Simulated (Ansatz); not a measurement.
A sound run on TiCo3 (Pm-3m), volume scaled by 0.94, no spin polarisation (DFT, PBEsol, PAW with Ansatz's default frozen-core files, scalar-relativistic in Ansatz):

```yaml
crystal:
  lattice:
    - [3.4981019942, 0.0, 0.0]
    - [0.0, 3.4981019942, 0.0]
    - [0.0, 0.0, 3.4981019942]
  atoms:
    - { symbol: Ti, position: [0.0, 0.0, 0.0] }
    - { symbol: Co, position: [0.0, 0.5, 0.5] }
    - { symbol: Co, position: [0.5, 0.0, 0.5] }
    - { symbol: Co, position: [0.5, 0.5, 0.0] }
kpoints:
  mp_grid: { grid: [10, 10, 10] }
scf:
  occupations: { method: fermi_dirac, width: 0.05 }
  lower_state_search: "off"
hamiltonian:
  xc: pbesol
  pseudopotentials: { kind: paw }
output:
  forces: true
  stress: true
  eigenvalues: true
```

It converged in 8 iterations. The run has no spin polarisation. Pressure 6.14 GPa.

The input is then changed, output keys apart:

```diff
+  max_iter: 3
```

**Question.** What happens?

**Answer.** The run ended without an accepted result. The fault put in on purpose is too few SCF iterations; the log may name another complaint first.
```
Engine: ansatz 0.2.0
Pseudopotentials: kind: paw
Pseudopotential: Ti, paw, valence charge 12, recommended cutoff 420 eV (normal), Ti.paw.azcp
Pseudopotential: Co, paw, valence charge 17, recommended cutoff 420 eV (normal), Co.paw.azcp
Functional definition: PBEsol
  exchange = pbesol_x
  correlation = pbesol_c
Crystal: 4 atoms, lattice volume = 42.805 Å³
Basis set: ecut = 420 eV, 847 PW (Γ), exchange–correlation on 48×48×48 points (8 copies of the dense FFT grid, shifted against one another)
Bands: 38, of which v1, the nominal top of the filled ones, is band 32 counted from 1 (31 counted from 0)
Symmetry: 48 space group operations
Space group: Pm-3m (ITA 221), of the structure as read, at distance tolerance 3.5e-5 Å
k-points: 56 of 1000
Non-local potential: Ti, projectors of the file, l = 0: 3, l = 1: 2, l = 2: 3, l = 3: 1
Non-local potential: Co, projectors of the file, l = 0: 3, l = 1: 2, l = 2: 3, l = 3: 1
PAW form: soft (Blöchl's): semilocal exchange-correlation on the pseudo side does not see the compensation charge
PAW frozen core: Ti, regenerated for the run's functional, and the local potential with it (the file was generated under x = pbe(κ = 0.804, μ = 0.2195149727645171), c = pbe(β = 0.06672455060314922))
PAW frozen core: Co, regenerated for the run's functional, and the local potential with it (the file was generated under x = pbe(κ = 0.804, μ = 0.2195149727645171), c = pbe(β = 0.06672455060314922))
PAW one-centre angular grid: Ti, 590 points (default); XC on 64 Gauss nodes
PAW one-centre angular grid: Co, 590 points (default); XC on 64 Gauss nodes
Initial density: superposition of atomic densities (neutral atoms: chi_scale 0, normalization atom), corrected by the library's trained network
Initial wavefunctions: pseudopotential atomic-orbital guess
Functional: x = pbesol(κ = 0.804, μ = 0.12345679012345678), c = pbesol(β = 0.046)
SCF iter   1: F=—  HF=-17754.068052 eV  |F-HF|=—  |Δ(HF+E_count)|=         —  Δρ=3.39e-2  dr2=3.29e-1  ethr=1.77e-3  ⟨swp⟩=4.6  Hψ=17707  notcnv=0
preconditioner: auto → Kerker (q_TF=auto, 2.910 Å⁻¹)  [metal: Δε(μ)=0.020 eV  Ē_g=9.047 eV  σ=0.050 eV  W_gap=0.10  n_scr=18 (ndim 8)  ℏωp=34.5 eV  f_vac=0.000  D(μ)=5.19/eV (n_scr^D=80)]
SCF iter   2: F=—  HF=-17754.036051 eV  |F-HF|=—  |Δ(HF+E_count)|=   3.20e-2  Δρ=8.29e-3  dr2=3.02e-2  ethr=5.22e-4  ⟨swp⟩=3.8  Hψ=12408  notcnv=0
SCF iter   3: F=—  HF=-17754.033268 eV  |F-HF|=—  |Δ(HF+E_count)|=   2.78e-3  Δρ=3.06e-3  dr2=5.24e-3  ethr=4.79e-5  ⟨swp⟩=3.0  Hψ=10180  notcnv=0
Error: did not converge after 3 iterations: dr2 = 5.24e-3 (threshold 1.00e-7), under the density mixer `msr1`, which `scf.mixing.algorithm: auto` chose by the deck's other keys (type `scf.mixing.algorithm: msr1` to keep it); raise `scf.max_iter`, which need not help a stalled SCF, or adjust the mixing (`scf.mixing`) or, under a smearing, its width (`scf.occupations.width`, in either direction: ano …
```
